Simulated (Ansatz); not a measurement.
Polymorphs of TlBr, each relaxed with the program Ansatz at the HSE06 level (PAW):

A: rock salt (Fm-3m)
a = b = c = 6.758 Å, α = β = γ = 90.00°

```json
[
 {"atom": "Br", "site": "4a", "symmetry": "m-3m", "x": "0.0000", "y": "0.0000", "z": "0.0000"},
 {"atom": "Tl", "site": "4b", "symmetry": "m-3m", "x": "0.5000", "y": "0.5000", "z": "0.5000"}
]
```

B: zinc blende (F-43m)
a = 7.4952 Å, b = 7.4952 Å, c = 7.4952 Å, α = 90.00°, β = 90.00°, γ = 90.00°

```
atom  site  symmetry       x       y       z
----  ----  --------  ------  ------  ------
Br      4c      -43m  0.2500  0.2500  0.2500
Tl      4a      -43m  0.0000  0.0000  0.0000
```

Problem. Put the candidates in order of energy per atom at 0 K, lowest first, for HSE06.

Solution. A (+0 meV/atom), B (+82 meV/atom)

Problem. Give each one's gap.

Solution. A 2.99 eV; B 3.73 eV.

Constructed cells (a structure type filled with these elements, in neither database checked): B. Standing as an ambient phase not checked: A. All cells were relaxed under the symmetry of their starts (and spin orders); stability against distortions was not tested throughout. Spin–orbit coupling is left out wherever it is not named.

Potentials: the later of the program's two PAW sets.
